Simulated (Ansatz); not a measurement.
AlCuBr4: checking a database structure before trusting its electric field gradients

The cell is a COD entry, atoms as given.

Space group P-42c (No. 112); a = 5.7321, c = 10.6046 Å.

```
site  Wyckoff  site symmetry       x       y       z
  Al       2b           222.  0.5000  0.0000  0.2500
  Cu       2f           -4..  0.5000  0.5000  0.5000
  Br       8n              1  0.7409  0.2288  0.3726
```

One atom of each set is listed.

Method: Kohn–Sham DFT in Ansatz, PBE, plane waves and PAW (field gradients read without the response of the frozen cores, which leaves them typically 4 to 6 % off), scalar-relativistic, 420 eV cutoff, Γ-centred 5×5×3 k-points, Fermi–Dirac smearing 0.02 eV.

Task: Do the atoms and the cell lie near the calculated equilibrium?

Result: Nearly. The largest force is 0.36 eV/Å, on atom 5 (Br: 1 Al at 2.31 Å, 1 Cu at 2.48 Å, angle 109°), and the pressure is 1.7 GPa. Relaxing the atoms is still advisable, since electric field gradients respond to shifts of a few hundredths of an ångström.
